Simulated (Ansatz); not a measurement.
Input, command and steps of an Ansatz relaxation.

```yaml
crystal:
  lattice:
    - [2.4895939059, 1.4373677118, 4.4890547477]
    - [-2.4895939059, 1.4373677118, 4.4890547477]
    - [0.0, -2.8747354235, 4.4890547477]
  atoms:
    - { symbol: Cr, position: [0.350105951, 0.350105951, 0.350105951], spin: 2.68 }
    - { symbol: Cr, position: [0.149894049, 0.149894049, 0.149894049], spin: 2.68 }
    - { symbol: Cr, position: [0.649894049, 0.649894049, 0.649894049], spin: 2.68 }
    - { symbol: Cr, position: [0.850105951, 0.850105951, 0.850105951], spin: 2.68 }
    - { symbol: O, position: [0.5514916307, 0.9485083693, 0.25] }
    - { symbol: O, position: [0.25, 0.5514916307, 0.9485083693] }
    - { symbol: O, position: [0.9485083693, 0.25, 0.5514916307] }
    - { symbol: O, position: [0.4485083693, 0.0514916307, 0.75] }
    - { symbol: O, position: [0.75, 0.4485083693, 0.0514916307] }
    - { symbol: O, position: [0.0514916307, 0.75, 0.4485083693] }
basis:
  ecutwfc: 420
kpoints:
  mp_grid: { grid: [6, 6, 6] }
hamiltonian:
  xc: pbe
scf:
  occupations: { method: gaussian, width: 0.02 }
output:
  forces: true
  stress: true
  eigenvalues: true
  populations: true
magnetization:
  spin_polarized: true
relax:
  adjacent_minimum: "off"
  f_tol: 0.01
  max_steps: 30
  cell: { stress_tol: 0.1, fix: [volume] }
```

```bash
ansatz run input.yaml --threads 2 --pin off --max-ram 5120MiB --backend cpu --events-out ev --progress --plain --runs-dir out
```

The calculation used Ansatz 0.2.0, DFT PBE, scalar-relativistic, plane waves, PAW.

The volume is held at 0.97 times that of the relaxed cell.

Of 5 frames 4 are shown, positions in Å and forces in eV/Å; the SCF threshold varies from step to step. Steps run on the plane waves of an earlier cell, with a Pulay correction in the pressure. The basis is chosen afresh for the last frame, the zero of the energies, and at times for earlier ones too; energy and pressure step there, also at an unchanged geometry.

```xyz
10
Lattice="2.4896 1.4374 4.4891 -2.4896 1.4374 4.4891 0.0000 -2.8747 4.4891" Properties=species:S:1:pos:R:3:forces:R:3 pbc="T T T" step=1 free_energy_over_end_meV_per_atom=0.17 pressure_GPa=7.23
Cr    0.0000    0.0000    4.7149    0.0000    0.0000    0.0832
Cr    0.0000    0.0000    2.0186    0.0000    0.0000   -0.0832
Cr    0.0000    0.0000    8.7522    0.0000    0.0000   -0.0832
Cr    0.0000    0.0000   11.4485    0.0000    0.0000    0.0832
O    -0.9884    1.4374    7.8558    0.0693    0.0000    0.0000
O    -0.7506   -1.5747    7.8558   -0.0347    0.0600    0.0000
O     1.7390    0.1373    7.8558   -0.0347   -0.0600    0.0000
O     0.9884   -1.4374    5.6113   -0.0693    0.0000    0.0000
O     0.7506    1.5747    5.6113    0.0347   -0.0600    0.0000
O    -1.7390   -0.1373    5.6113    0.0347    0.0600    0.0000
10
Lattice="2.4923 1.4389 4.4793 -2.4923 1.4389 4.4793 0.0000 -2.8779 4.4793" Properties=species:S:1:pos:R:3:forces:R:3 pbc="T T T" step=2 free_energy_over_end_meV_per_atom=0.07 pressure_GPa=7.13
Cr    0.0000    0.0000    4.7064    0.0000    0.0000    0.0704
Cr    0.0000    0.0000    2.0125    0.0000    0.0000   -0.0704
Cr    0.0000    0.0000    8.7314    0.0000    0.0000   -0.0704
Cr    0.0000    0.0000   11.4254    0.0000    0.0000    0.0704
O    -0.9882    1.4389    7.8387    0.0352    0.0000    0.0000
O    -0.7521   -1.5752    7.8387   -0.0176    0.0305    0.0000
O     1.7402    0.1363    7.8387   -0.0176   -0.0305    0.0000
O     0.9882   -1.4389    5.5991   -0.0352    0.0000    0.0000
O     0.7521    1.5752    5.5991    0.0176   -0.0305    0.0000
O    -1.7402   -0.1363    5.5991    0.0176    0.0305    0.0000
10
Lattice="2.4924 1.4390 4.4788 -2.4924 1.4390 4.4788 0.0000 -2.8780 4.4788" Properties=species:S:1:pos:R:3:forces:R:3 pbc="T T T" step=3 free_energy_over_end_meV_per_atom=0.01 pressure_GPa=7.07
Cr    0.0000    0.0000    4.7082    0.0000    0.0000    0.0156
Cr    0.0000    0.0000    2.0099    0.0000    0.0000   -0.0156
Cr    0.0000    0.0000    8.7281    0.0000    0.0000   -0.0156
Cr    0.0000    0.0000   11.4264    0.0000    0.0000    0.0156
O    -0.9871    1.4390    7.8379    0.0080    0.0000    0.0000
O    -0.7527   -1.5743    7.8379   -0.0040    0.0069    0.0000
O     1.7398    0.1353    7.8379   -0.0040   -0.0069    0.0000
O     0.9871   -1.4390    5.5985   -0.0080    0.0000    0.0000
O     0.7527    1.5743    5.5985    0.0040   -0.0069    0.0000
O    -1.7398   -0.1353    5.5985    0.0040    0.0069    0.0000
10
Lattice="2.4921 1.4388 4.4799 -2.4921 1.4388 4.4799 0.0000 -2.8777 4.4799" Properties=species:S:1:pos:R:3:forces:R:3 pbc="T T T" step=5 free_energy_over_end_meV_per_atom=0.00 pressure_GPa=7.05
Cr    0.0000    0.0000    4.7098    0.0000    0.0000   -0.0001
Cr    0.0000    0.0000    2.0100    0.0000    0.0000    0.0001
Cr    0.0000    0.0000    8.7298    0.0000    0.0000    0.0001
Cr    0.0000    0.0000   11.4296    0.0000    0.0000   -0.0001
O    -0.9865    1.4388    7.8398    0.0002    0.0000    0.0000
O    -0.7528   -1.5738    7.8398   -0.0001    0.0001    0.0000
O     1.7393    0.1349    7.8398   -0.0001   -0.0001    0.0000
O     0.9865   -1.4388    5.5998   -0.0002    0.0000    0.0000
O     0.7528    1.5738    5.5998    0.0001   -0.0001    0.0000
O    -1.7393   -0.1349    5.5998    0.0001    0.0001    0.0000
```

It took 33 s on 2 threads of Intel(R) Xeon(R) 6975P-C (Granite Rapids), on a shared host, peak memory 0.65 GiB.

The state reached may not be the lowest one. The program reads another magnetic order as possibly lower. Moments started parallel, and an antiferromagnetic order may lie lower.